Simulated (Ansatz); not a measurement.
**Phonon dispersion of Si**

The calculation used DFT PBE, scalar-relativistic, plane waves, PAW (Ansatz). Settings: 420 eV plane-wave cutoff, Γ-centred 8×8×8 mesh, fixed occupations. No spin polarisation. Phonons by linear response, acoustic sum rule imposed.

Relaxed structure:
```yaml
crystal:
  lattice:
    - [0.00000, 2.73507, 2.73507]
    - [2.73507, 0.00000, 2.73507]
    - [2.73507, 2.73507, 0.00000]
  atoms:
    - { symbol: Si, position: [0.25000, 0.25000, 0.25000] }
    - { symbol: Si, position: [0.00000, 0.00000, 0.00000] }
```

The cell has the diamond type, in a space group that the Crystallography Open Database lists for this formula; it was reached from a generator's guess. The run warned that its linear response isn't converged on this k mesh, so dielectric tensors, Born charges and infrared intensities are rough, and the frequencies may be too.

Force constants from linear response on a 4×4×4 q mesh.

Path: Γ–X–U | K–Γ–L–W–X. Only the points of the 4×4×4 mesh were computed; the rest is interpolation, which is rough on so few points. On the mesh no mode is imaginary. Distance along the path (Å⁻¹), then the branches (cm⁻¹, negative for imaginary):
```
0.000  0 0 0 503 503 503
0.144  37 37 63 500 500 502
0.287  73 73 124 490 490 499
0.431  104 104 182 476 476 493
0.574  127 127 236 462 462 482
0.718  140 140 284 451 451 468
0.862  145 145 329 446 446 450
1.005  146 146 368 428 446 446
1.149  146 146 401 401 446 446
1.199  146 148 400 400 446 447
1.250  147 152 396 397 446 448
1.301  148 159 391 392 446 451
1.352  150 168 385 387 446 454
1.402  152 178 378 380 446 456
1.453  153 188 370 373 446 459
1.504  155 197 362 367 446 462
1.555  156 204 353 363 446 464
1.555  156 204 353 363 446 464
1.707  154 213 325 364 449 471
1.859  146 204 297 388 456 474
2.012  132 186 267 420 464 476
2.164  113 160 232 452 474 478
2.316  91 124 188 477 483 485
2.469  64 83 134 491 493 494
2.621  33 40 70 500 501 501
2.773  0 0 0 503 503 503
2.897  29 29 58 501 501 501
3.022  56 56 116 496 496 496
3.146  78 78 172 488 490 490
3.270  95 95 225 474 484 484
3.395  105 105 274 457 479 479
3.519  109 109 316 437 477 477
3.643  111 111 350 415 477 477
3.768  111 111 370 399 477 477
3.869  113 119 367 398 475 476
3.971  120 139 357 394 471 475
4.072  133 163 343 387 465 473
4.174  149 185 330 380 459 470
4.275  166 199 325 371 454 465
4.377  182 205 327 362 451 461
4.479  194 205 335 354 450 456
4.580  201 201 345 345 452 452
4.652  198 198 347 347 452 452
4.724  192 192 354 354 452 452
4.795  182 182 364 364 452 452
4.867  172 172 374 374 451 451
4.939  162 162 384 384 450 450
5.011  153 153 393 393 448 448
5.082  148 148 399 399 447 447
5.154  146 146 401 401 446 446
```
